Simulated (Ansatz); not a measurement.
ZrB2 (AlB2 type, space group P6/mmm)

```yaml
crystal:
  lattice:
    - [3.16770, 0.00000, 0.00000]
    - [-1.58385, 2.74331, 0.00000]
    - [0.00000, 0.00000, 3.55026]
  atoms:
    - { symbol: Zr, position: [0.00000, 0.00000, 0.00000] }
    - { symbol: B, position: [0.33333, 0.66667, 0.50000] }
    - { symbol: B, position: [0.66667, 0.33333, 0.50000] }
```

A phonon eigenvector at Γ is frozen into this cell: atom i moves by Q times the vector below, so Q is the largest atomic displacement, in Å. The cell is held.

```tsv
atom	x	y	z
Zr1	0.000	0.000	-0.237
B2	0.000	0.000	1.000
B3	0.000	0.000	1.000
```

These are r2SCAN (plane waves to 500 eV, PAW, scalar-relativistic; Ansatz, a first-principles code) values and carry that method's errors. k mesh 17×17×13 (Γ-centred), Fermi-Dirac smearing 0.05 eV. E stands for the smeared free energy. With partly filled bands, energies and forces of such displacements shift with the k mesh and the smearing. ZrB2 is run without spin polarisation. ZrB2 was relaxed with its symmetry unable to fall. The zero of ΔE is the undisplaced structure.

Q: Predict the ΔE (meV/cell) at Q (Å) = -0.100, -0.083, -0.067, -0.033, 0.017, 0.033, 0.067, 0.100.

A: 
| Q (Å) | ΔE (meV/cell) |
|---|---|
| -0.100 | 110 |
| -0.083 | 76 |
| -0.067 | 49 |
| -0.033 | 12 |
| 0.017 | 3 |
| 0.033 | 12 |
| 0.067 | 49 |
| 0.100 | 110 |

(For displaced atoms, the force is minus the slope of the energy, and its curvature is a force constant, which sets phonon frequencies.)
